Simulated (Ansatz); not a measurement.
Input and command of a plane-wave DFT calculation in Ansatz:

```yaml
crystal:
  lattice:
    - [6.406714, -0.063904, -0.263382]
    - [-0.063904, 6.155814, 0.054563]
    - [-0.263382, 0.054563, 6.638059]
  atoms:
    - { symbol: Co, position: [0.7585725621, 0.9394071209, 0.4892287804] }
    - { symbol: Co, position: [0.6145663339, 0.2063328645, 0.6957716552] }
    - { symbol: Co, position: [0.27309278, 0.5222627978, 0.8444445282] }
    - { symbol: Co, position: [0.3266610576, 0.3541877726, 0.2422977907] }
    - { symbol: Co, position: [0.5122548729, 0.6094460042, 0.5702908519] }
    - { symbol: Co, position: [0.5444749588, 0.0727872229, 0.1515611256] }
    - { symbol: Co, position: [0.2809656029, 0.8115530134, 0.1285104748] }
    - { symbol: Co, position: [0.0165199991, 0.2687038942, 0.9431692451] }
    - { symbol: Co, position: [0.9620107672, 0.5512794943, 0.0622912651] }
    - { symbol: Co, position: [0.6798391525, 0.4710158298, 0.0040911581] }
    - { symbol: Co, position: [0.3529184971, 0.0142500394, 0.5117379552] }
    - { symbol: Co, position: [0.6261945403, 0.7389561129, 0.218520614] }
    - { symbol: Co, position: [0.8317607409, 0.5235161713, 0.724074313] }
    - { symbol: Co, position: [0.2938723895, 0.1094390874, 0.926390987] }
    - { symbol: W, position: [0.1137669627, 0.6358675201, 0.4138740297] }
    - { symbol: W, position: [0.0443714858, 0.8916735924, 0.7785962353] }
    - { symbol: W, position: [0.7039498929, 0.8684102343, 0.896259027] }
    - { symbol: W, position: [0.9535468323, 0.9920682459, 0.2146857622] }
    - { symbol: W, position: [0.7625272492, 0.3696543793, 0.4164054815] }
    - { symbol: Ni, position: [0.0461757175, 0.2351819654, 0.6052510859] }
  symmetry: { detect: false }
basis:
  ecutwfc: 420
  xc_grid: 1
kpoints:
  mp_grid: { grid: [1, 1, 1], shift: [0.25, 0.25, 0.25] }
hamiltonian:
  xc: pbe
scf:
  occupations: { method: fermi_dirac, width: 0.2025 }
  lower_state_search: "off"
  convergence: { dr2_threshold: 1.0e-05 }
output:
  forces: true
  stress: true
md:
  timestep: 3.0
  n_steps: 100
  ensemble: nvt_langevin
  friction: 0.03
  temperature: 2350.0
  initial_velocities: maxwell_boltzmann
  seed: 89020
```

```bash
ansatz run input.yaml --threads 2 --pin off --max-ram 5120MiB --backend cpu --events-out ev --progress --plain --runs-dir out
```

Processor: Intel(R) Xeon(R) 6975P-C (Granite Rapids), 2 threads, on a host shared with other jobs.

Estimate time, memory and problem size.

About 3.5 min on 2 threads of Intel(R) Xeon(R) 6975P-C (Granite Rapids) (shared host), peak memory 0.68 GiB. It solves 201 bands at 1 k points (the mesh reduced by the symmetry that the task leaves, which can be less than the crystal's) with about 5087 plane waves, in 546 SCF iterations.
